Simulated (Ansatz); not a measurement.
Relaxation of a relaxed Bi2Te3 cell shaken by Gaussian noise of σ = 0.08 Å a coordinate; 10 atoms in the cell, which starts as P1 (No. 1), aP10; a = 4.216 Å, b = 8.898 Å, c = 8.898 Å, α = 90.00°, β = 90.00°, γ = 90.00°. Level of theory: PBE (plane waves to 420 eV, PAW, scalar-relativistic; Ansatz, an electronic-structure program). Γ-centred k-mesh 3×3×6 on the run's cell (coarser than for final values), Fermi–Dirac smearing 0.05 eV. This is the first round of the run. 

The optimiser's lines from the output (shortened; P is positive under compression):

```
relax step   1: F+E_penalty+E_count = -91477.29511493 eV  Δ(F+E_penalty+E_count) = +0.000e0 eV  max|allowed force component| = 8.220e-1 eV/Å  Δτ_max = 0.0000 Å  P = +0.462 GPa  Ω = 333.864 Å³  (11 SCF iters, dr2 threshold 1.00e-7 eV, accepted)
relax step   2: F+E_penalty+E_count = -91477.48482350 eV  Δ(F+E_penalty+E_count) = -1.897e-1 eV  max|allowed force component| = 3.032e-1 eV/Å  Δτ_max = 0.1817 Å  P = +0.054 GPa  Ω = 332.944 Å³  (7 SCF iters, dr2 threshold 1.00e-6 eV, accepted)
relax step   3: F+E_penalty+E_count = -91477.53603072 eV  Δ(F+E_penalty+E_count) = -5.121e-2 eV  max|allowed force component| = 1.084e-1 eV/Å  Δτ_max = 0.0708 Å  P = -0.087 GPa  Ω = 333.438 Å³  (6 SCF iters, dr2 threshold 1.00e-6 eV, accepted)
relax step   4: F+E_penalty+E_count = -91477.54897340 eV  Δ(F+E_penalty+E_count) = -1.294e-2 eV  max|allowed force component| = 8.411e-2 eV/Å  Δτ_max = 0.0432 Å  P = +0.111 GPa  Ω = 331.930 Å³  (6 SCF iters, dr2 threshold 7.35e-7 eV, accepted)
relax step   5: F+E_penalty+E_count = -91477.61233073 eV  Δ(F+E_penalty+E_count) = -6.336e-2 eV  max|allowed force component| = 2.310e-1 eV/Å  Δτ_max = 0.2000 Å  P = +0.343 GPa  Ω = 332.901 Å³  (8 SCF iters, dr2 threshold 4.42e-7 eV, accepted)
relax step   6: F+E_penalty+E_count = -91477.66414225 eV  Δ(F+E_penalty+E_count) = -5.181e-2 eV  max|allowed force component| = 2.667e-1 eV/Å  Δτ_max = 0.0869 Å  P = +0.496 GPa  Ω = 334.667 Å³  (6 SCF iters, dr2 threshold 1.00e-6 eV, accepted)
relax step   7: F+E_penalty+E_count = -91477.72298621 eV  Δ(F+E_penalty+E_count) = -5.884e-2 eV  max|allowed force component| = 1.965e-1 eV/Å  Δτ_max = 0.0776 Å  P = +0.534 GPa  Ω = 337.467 Å³  (6 SCF iters, dr2 threshold 1.00e-6 eV, accepted)
relax step   8: F+E_penalty+E_count = -91477.84736705 eV  Δ(F+E_penalty+E_count) = -1.244e-1 eV  max|allowed force component| = 3.248e-1 eV/Å  Δτ_max = 0.1951 Å  P = +0.495 GPa  Ω = 351.309 Å³  (8 SCF iters, dr2 threshold 1.00e-6 eV, accepted)
relax step   9: F+E_penalty+E_count = -91478.02501670 eV  Δ(F+E_penalty+E_count) = -1.776e-1 eV  max|allowed force component| = 1.360e-1 eV/Å  Δτ_max = 0.2000 Å  P = +0.006 GPa  Ω = 359.879 Å³  (7 SCF iters, dr2 threshold 1.00e-6 eV, accepted)
relax step  10: F+E_penalty+E_count = -91477.86823724 eV  Δ(F+E_penalty+E_count) = +1.568e-1 eV  max|allowed force component| = 9.093e-1 eV/Å  Δτ_max = 0.1973 Å  P = +0.509 GPa  Ω = 367.532 Å³  (7 SCF iters, dr2 threshold 1.00e-6 eV, rejected (line search))
relax step  11: F+E_penalty+E_count = -91478.07296640 eV  Δ(F+E_penalty+E_count) = -4.795e-2 eV  max|allowed force component| = 7.006e-2 eV/Å  Δτ_max = 0.0959 Å  P = +0.029 GPa  Ω = 361.173 Å³  (12 SCF iters, accepted)
relax step  12: F+E_penalty+E_count = -91478.06956006 eV  Δ(F+E_penalty+E_count) = +3.406e-3 eV  max|allowed force component| = 9.506e-2 eV/Å  Δτ_max = 0.0660 Å  P = +0.065 GPa  Ω = 357.002 Å³  (7 SCF iters, dr2 threshold 3.07e-7 eV, rejected (line search))
relax step  13: F+E_penalty+E_count = -91478.08089504 eV  Δ(F+E_penalty+E_count) = -7.929e-3 eV  max|allowed force component| = 1.970e-2 eV/Å  Δτ_max = 0.0388 Å  P = -0.035 GPa  Ω = 359.054 Å³  (11 SCF iters, accepted)
relax step  14: F+E_penalty+E_count = -91478.08383551 eV  Δ(F+E_penalty+E_count) = -2.940e-3 eV  max|allowed force component| = 2.766e-2 eV/Å  Δτ_max = 0.0500 Å  P = -0.026 GPa  Ω = 357.527 Å³  (8 SCF iters, dr2 threshold 2.42e-8 eV, accepted)
relax step  15: F+E_penalty+E_count = -91478.08617873 eV  Δ(F+E_penalty+E_count) = -2.343e-3 eV  max|allowed force component| = 1.744e-2 eV/Å  Δτ_max = 0.0700 Å  P = +0.071 GPa  Ω = 354.743 Å³  (7 SCF iters, dr2 threshold 4.78e-8 eV, accepted)
relax step  16: F+E_penalty+E_count = -91478.08310731 eV  Δ(F+E_penalty+E_count) = +3.071e-3 eV  max|allowed force component| = 9.659e-2 eV/Å  Δτ_max = 0.0314 Å  P = -0.276 GPa  Ω = 355.842 Å³  (8 SCF iters, dr2 threshold 2.11e-8 eV, rejected (line search))
relax step  17: F+E_penalty+E_count = -91478.08687231 eV  Δ(F+E_penalty+E_count) = -6.936e-4 eV  max|allowed force component| = 1.003e-2 eV/Å  Δτ_max = 0.0157 Å  P = +0.007 GPa  Ω = 355.325 Å³  (11 SCF iters, accepted)
relax step  18: F+E_penalty+E_count = -91478.08685924 eV  Δ(F+E_penalty+E_count) = +1.307e-5 eV  max|allowed force component| = 1.179e-2 eV/Å  Δτ_max = 0.0211 Å  P = +0.015 GPa  Ω = 354.424 Å³  (8 SCF iters, dr2 threshold 6.29e-9 eV, rejected (line search))
relax step  19: F+E_penalty+E_count = -91478.08699531 eV  Δ(F+E_penalty+E_count) = -1.230e-4 eV  max|allowed force component| = 6.286e-3 eV/Å  Δτ_max = 0.0106 Å  P = +0.006 GPa  Ω = 355.154 Å³  (10 SCF iters, accepted)
relax step  20: F+E_penalty+E_count = -91478.08705087 eV  Δ(F+E_penalty+E_count) = -5.556e-5 eV  max|allowed force component| = 2.879e-3 eV/Å  Δτ_max = 0.0053 Å  P = +0.001 GPa  Ω = 355.246 Å³  (7 SCF iters, dr2 threshold 1.40e-9 eV, accepted)
relax step  21: F+E_penalty+E_count = -91478.08925955 eV  Δ(F+E_penalty+E_count) = -2.209e-3 eV  max|allowed force component| = 2.738e-3 eV/Å  Δτ_max = 0.0000 Å  P = -0.001 GPa  Ω = 355.246 Å³  stress off target by 9.08e-3 GPa  SCF on the basis re-selected at this cell (its energy is not comparable with the rows above)  (7 SCF iters)
```

From the first to the last row the energy changes by -0.08 eV/atom and the volume by +6.4 %. The last row is marked as not comparable with the walk above it, whose basis was carried along; it does compare with step 1, since both stand on a basis selected at the nominal cutoff for their own cell.

Steps 10, 12, 16, 18 were rejected by the optimiser.

Later rounds, restarted from the end of this one on a renewed k-mesh, logged 11 more steps and released under 0.01 eV/atom more. The final structure after all rounds: Pc (No. 7), mP10; a = 4.510 Å, b = 9.032 Å, c = 8.761 Å, α = γ = 90.00°, β = 92.08°. Between re-selections the logged energies stand on a plane-wave basis carried along with the cell. No spin polarisation in the result.

The relaxed structure here is a generated cell of Bi2Te3: the first start was made by placing the elements on the sites of a structure type, and the end was not matched to a known phase here, so it may be hypothetical. Known forms of Bi2Te3 include space group No. 166.
